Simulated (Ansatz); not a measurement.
NbP in space group I4_1md (No. 109; Nb on 4a, P on 4a) under volume change, DFT-LDA in the program Ansatz with PAW potentials, shape and atoms relaxed at each volume.

```tsv
V (Å³/atom)	E − E(relaxed) (meV/atom)	P (GPa)
13.940	94.4	23.77
14.400	[?]	[?]
14.859	9.4	6.75
15.319	0.0	0.00
15.779	8.5	-5.79
16.238	32.4	-10.74
16.698	[?]	[?]
```

Question: Some entries are withheld; supply them.

Answer: 
- 16.698, E − E(relaxed) (meV/atom): 69.4
- 16.698, P (GPa): -14.97
- 14.400, E − E(relaxed) (meV/atom): 39.8
- 14.400, P (GPa): 14.61

Question: What does a third-order Birch–Murnaghan fit give for V₀, B₀ and B′?

Answer: V₀ = 15.32 Å³/atom, B₀ = 208 GPa, B′ = 4.1.

Symmetry was held in the LDA relaxation. No spin polarisation was allowed.

Potentials: the earlier of the program's two PAW sets. The files were generated under PBE; for other functionals the program regenerates the frozen cores, and for LDA and PBEsol the local potential too.
